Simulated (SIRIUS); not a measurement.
A self-consistent single point of GaCuSe₂ (Cc, 8 atoms in the cell; from Materials Project mp-4840, changed as shown) with SIRIUS.

All values come from this method and carry its errors: LDA (PW92), PseudoDojo 0.4 standard norm-conserving LDA (tails mended) pseudopotentials (plane waves; SIRIUS).

The change in words: lattice vector c scaled by 1.02. Reference geometry (I-42d):
```
CELL_PARAMETERS angstrom
     -2.80137     2.80137     5.55517
      2.80137    -2.80137     5.55517
      2.80137     2.80137    -5.55517
ATOMIC_POSITIONS crystal
  Ga 0.25000 0.75000 0.50000
  Ga 0.50000 0.50000 0.00000
  Cu 0.75000 0.25000 0.50000
  Cu 0.00000 0.00000 0.00000
  Se 0.12122 0.12500 0.49622
  Se 0.87500 0.37122 0.99622
  Se 0.62878 0.62500 0.50378
  Se 0.37500 0.87878 0.00378
```

Reference input (self-consistent single point, DFT, LDA (PW92), plane waves, PseudoDojo 0.4 standard norm-conserving LDA (tails mended) pseudopotentials): parameters.ngridk = 3 3 3; parameters.xc_functionals = [XC_LDA_X, XC_LDA_C_PW]; parameters.gk_cutoff = 9.592 1/bohr; parameters.pw_cutoff = 19.184 1/bohr; parameters.smearing = gaussian; parameters.smearing_width = 0.00367493 Ha; potentials = PseudoDojo 0.4 standard norm-conserving LDA (tails mended) pseudopotentials; parameters.electronic_structure_method = pseudopotential; parameters.num_bands = 77; parameters.num_mag_dims = 0; parameters.num_dft_iter = 100; parameters.energy_tol = 1e-07 Ha. This run's input differs from it in these lines:

```diff
@@ -34,3 +34,3 @@
       [5.2938220737, -5.2938220737, 10.4977498757],
-      [5.2938220737, 5.2938220737, -10.4977498757]
+      [5.3996977593, 5.3996977593, -10.7077041174]
     ],
```

The program printed (abridged):

```
[find] density tolerance         : 1e-06
[find] total energy tolerance    : 1e-07
[find] iter_solver_tol (initial) : 0.01
[find] iter_solver_tol (target)  : 1e-13
[find] num_dft_iter              : 100
Charges and magnetic moments
--------------------------------------------------------------------------------
total charge          : 128.000000
[find] | SCF iteration   0 out of 100|
[diagonalize] iterative solver tolerance (occupied, empty): 0.01 0.01
[diagonalize] average number of iterations: 4.5
[find] Charges and magnetic moments
[find] total charge          : 128.000000
[find] Energy
   [... lines left out ...]

[find] Charges and magnetic moments
[find] total charge          : 128.000000
[find] Energy
[find] smearing (-TS)                 :      -0.00016397
[find] Total energy                   :   -1016.50198646 (Ha),   -2033.00397292 (Ry)
[find] Free energy (E-TS)             :   -1016.50215043 (Ha),   -2033.00430087 (Ry)
[find] band gap (eV)                  :       0.08566155
[find] Efermi                         :       0.32332169
[find] iteration : 17, RMS (target) : 6.0922e-07 (1.0000e-06) , energy difference (target) : -4.4543e-10 (1.0000e-07)
[find] bands are converged : false
[find] iterative solver converged : false
[find] converged after 18 SCF iterations!
[find] Charges and magnetic moments
[find] total charge          : 128.000000
[find] Energy
[find] smearing (-TS)                 :      -0.00016397
[find] Total energy                   :   -1016.50198646 (Ha),   -2033.00397292 (Ry)
[find] Free energy (E-TS)             :   -1016.50215043 (Ha),   -2033.00430087 (Ry)
[find] band gap (eV)                  :       0.08566155
[find] Efermi                         :       0.32332169
[ground_state] === stress tensor components [kbar] ===
[ground_state] === stress_total ===
[ground_state]    43.198976    9.966460  -10.463212
[ground_state]     9.966460   43.198976  -10.463212
[ground_state]   -10.463212  -10.463212   39.945024
[ground_state] ==== total Forces in Ha/bohr =====
   [... lines left out ...]
[ground_state] atom:    3, force:       0.0009021      0.0008695     -0.0006662
[ground_state] atom:    4, force:      -0.0007093     -0.0057843      0.0009312
[ground_state] atom:    5, force:      -0.0057843     -0.0007093      0.0009312
[ground_state] atom:    6, force:      -0.0021441      0.0026064      0.0018718
[ground_state] atom:    7, force:       0.0026064     -0.0021441      0.0018718
```

The run converged in 18 iterations. SIRIUS prints the stress tensor with tension positive. Against the reference run the free energy goes up by 14.6 meV/atom, the pressure goes from -3.19 to -4.21 GPa and the largest force goes from 0.241 to 0.303 eV/Å.

The structure comes from a collection of computed structures, made at another level of theory; the collection holds predicted forms beside known ones. No clean gap shows at this smearing width and mesh (spacing up to 0.52 Å⁻¹); the mesh is coarse for partly filled bands, so the values carry mesh errors. Semi-local functionals can close small gaps.

Cost on one core: roughly 7 core-minutes.

“Tails mended”: in these copies of the files the far tail of each local potential was reset to the Coulomb form.
